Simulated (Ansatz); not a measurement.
Here is the system:

Cs$_{2}$Pd$_{3}$Se$_{4}$:
```cif
data_Cs2Pd3Se4
_chemical_formula_sum 'Cs2 Pd3 Se4'
_space_group_name_H-M_alt 'P 1'
_space_group_IT_number 1
_cell_length_a 9.17328
_cell_length_b 7.98453
_cell_length_c 6.47072
_cell_angle_alpha 78.006
_cell_angle_beta 58.365
_cell_angle_gamma 43.629
loop_
_space_group_symop_operation_xyz
  'x, y, z'
loop_
_atom_site_label
_atom_site_type_symbol
_atom_site_fract_x
_atom_site_fract_y
_atom_site_fract_z
_atom_site_occupancy
Cs1 Cs 0.65449 0.65449 0.34551 1
Cs2 Cs 0.34551 0.34551 0.65449 1
Pd1 Pd 0.00000 0.00000 0.00000 1
Pd2 Pd 0.50000 0.50000 0.00000 1
Pd3 Pd 0.00000 0.00000 0.50000 1
Se1 Se 0.72135 0.05688 0.94312 1
Se2 Se 0.27865 0.94312 0.05688 1
Se3 Se 0.05688 0.72135 0.27865 1
Se4 Se 0.94312 0.27865 0.72135 1
```

This is the r²SCAN-relaxed structure.

**Question.** All from plane-wave PAW r²SCAN (Ansatz code), unless another level is named. Predict the formation energy from the elements (no fitted shifts).

**Answer.** -0.87 eV/atom.

**Question.** Predict the band gap.

**Answer.** 1.23 eV (indirect).

**Question.** Next, the weight of the valence-edge state by species (Voronoi cells)?

**Answer.** Se 63 %, Pd 36 %.

Space group Fmmm. The workflow started from a Materials Project entry (that database holds measured and hypothetical structures alike); the Crystallography Open Database copy checked does not list it. Whether it is the stable phase at ambient conditions was not checked. Symmetry was held in the r²SCAN relaxation; whether a distortion lowers the energy is not shown. The run is not spin-polarised. The references are the lowest solids computed at this level, not always the standard phases. Scalar-relativistic: spin–orbit coupling is off unless named, which matters more the heavier the elements.

Potentials: the later of the program's two PAW sets.
